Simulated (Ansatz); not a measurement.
ZnAu:
```xyz
2
Lattice="3.1865 0.0000 0.0000 0.0000 3.1865 0.0000 0.0000 0.0000 3.1865" Properties=species:S:1:pos:R:3 pbc="T T T"
Zn     1.5933     1.5933     1.5933
Au     0.0000     0.0000     0.0000
```

Relaxed with PBE. Special points in fractions of this cell's reciprocal vectors: Γ (0.000, 0.000, 0.000); X (0.000, 0.500, 0.000); M (0.500, 0.500, 0.000); R (0.500, 0.500, 0.500).

Question: List the band energies nearest the Fermi level at these points for the program Ansatz at the PBE with spin–orbit coupling level (PAW).

Answer: In eV from the Fermi level; about four levels below and three above (degenerate sets whole), none deeper than 8.9 eV; points with the same levels are listed once.

```json
[
 {"k": "Γ", "below": "-3.83 -3.83 -3.83 -3.83 -3.11 -3.11", "above": "4.02 4.02 5.17 5.17 5.17 5.17"},
 {"k": "X", "below": "-3.62 -3.62 -2.29 -2.29", "above": "9.71 9.71 10.23 10.23"},
 {"k": "M", "below": "-2.28 -2.28 -1.67 -1.67", "above": "0.67 0.67 2.27 2.27"},
 {"k": "R", "below": "-3.07 -3.07 -3.07 -3.07", "above": "1.22 1.22 2.48 2.48"}
]
```

Space group Pm-3m (CsCl type). The cell was relaxed with PBE under the symmetry of its start; of distortions, only those at the zone centre were tested.

Potentials: the later of the program's two PAW sets.
